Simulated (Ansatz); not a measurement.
BP (zinc blende, space group No. 216), plane-wave PAW PBEsol (Ansatz code). The conduction-band minimum lies on the Γ–X line, 83 % of the way from Γ, with 6 equivalent valleys. Second derivatives d²E/dk² of the lowest band at one valley (eV·Å²), along Cartesian directions:

| direction | d²E/dk² |
|---|---|
| [100] | 5.968 |
| [010] | 34.28 |
| [001] | 34.28 |
| [110] | 20.13 |
| [101] | 20.13 |
| [011] | 34.19 |

Question: Find the principal effective masses, the density-of-states mass and the conductivity mass.

Answer: Off-diagonal terms follow from H_xy = H[110] − (H_xx + H_yy)/2, and m*/mₑ = 7.620 eV·Å² over each eigenvalue: 0.22, 0.22, 1.3. One valley's DOS mass (m₁m₂m₃)^(1/3) = 0.40, conductivity mass 3/(Σ 1/mᵢ) = 0.31 mₑ.

Question: What effective density of states Nc follows at 300 K for parabolic valleys?

Answer: Nc = 2.509e19 × 6 × (0.40)^(3/2) ≈ 3.8e19 cm⁻³.

Space group F-43m (zinc blende). The PBEsol relaxation kept the symmetry of its start.

Potentials: the later of the program's two PAW sets.

Edges and masses are those of Kohn–Sham bands, whose gap is no quasiparticle gap.
